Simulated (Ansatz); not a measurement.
Input:

TiPd:
```
TiPd
1.0
    3.13284     0.00000     0.00000
    0.00000     3.13284     0.00000
    0.00000     0.00000     3.13284
Ti Pd
1 1
Cartesian
  1.56642   1.56642   1.56642
  0.00000   0.00000   0.00000
```

This is the PBEsol-relaxed structure.

All from PBEsol (plane waves, PAW; program Ansatz), unless another level is named. Estimate the density of states at the Fermi level.

1.6 states/eV per atom (mean over ±0.08 eV).

Predict the formation energy from the elements (no fitted shifts).

-0.47 eV/atom.

And the gap with spin–orbit coupling?

none (metallic).

Space group Pm-3m (CsCl type). The workflow started from an entry of the Crystallography Open Database (COD). Its standing as an ambient phase is unchecked. Symmetry was held in the PBEsol relaxation. At this level the phase is mechanically unstable. The run is not spin-polarised. The references are the lowest solids computed at this level, not always the standard phases. Spin–orbit coupling is left out wherever it is not named.

Potentials: the later of the program's two PAW sets.
